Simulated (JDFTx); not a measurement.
HfB2(1 0 -1 0) slab cut from bulk HfB2 (space group P6/mmm, indices of the conventional cell, lattice of the Materials Project entry mp-1994, not re-optimised): 8 atoms in 8 planes, a 1x1 cell of 10.90 Å² (|a| = 3.133, |b| = 3.479 Å), 5.8 Å between the outermost planes, B outermost, slab composition Hf2B6, cell height 22.3 Å, 8×6×1 k mesh, Fermi smearing 0.01 Ha, no spin polarisation. Whether this polymorph is the ambient one wasn't checked. Neither spin polarisation nor a larger cell was tried.

Level of theory: PBE, GBRV ultrasoft potentials, plane waves to 20/100 Ha; code: JDFTx (a modified build). Liquid on both sides: linear PCM (GLSSA13), water, 0.5 M NaCl; nuclei fixed. 

Charging data:

```json
[
 {"U − U_pzc (V)": "-0.69", "σ (μC/cm²)": "-9.24"},
 {"U − U_pzc (V)": "-0.29", "σ (μC/cm²)": "-4.05"},
 {"U − U_pzc (V)": "-0.29", "σ (μC/cm²)": "-4.00"},
 {"U − U_pzc (V)": "0.00", "σ (μC/cm²)": "0.00"},
 {"U − U_pzc (V)": "0.16", "σ (μC/cm²)": "2.26"},
 {"U − U_pzc (V)": "0.71", "σ (μC/cm²)": "10.84"},
 {"U − U_pzc (V)": "0.91", "σ (μC/cm²)": "14.32"}
]
```

Worked example: a check of Lippmann's equation. The grand free energy per area against the neutral slab, Δγ = [F(N) − F(N₀) − μ(N − N₀)]/2A, is taken from the total energies of the same runs.

| U − U_pzc (V) | Δγ (mJ/m²) |
|---|---|
| -0.69 | -32.7 |
| -0.29 | -6.0 |
| -0.29 | -5.9 |
| 0.00 | 0.0 |
| 0.16 | -1.8 |
| 0.71 | -37.2 |
| 0.91 | -62.3 |

Δγ is largest at zero charge and falls away from it, as dγ/dU = −σ demands. At 0.91 V the computed -62.3 mJ/m² stands beside -64.9 mJ/m² from the constant-capacitance formula.
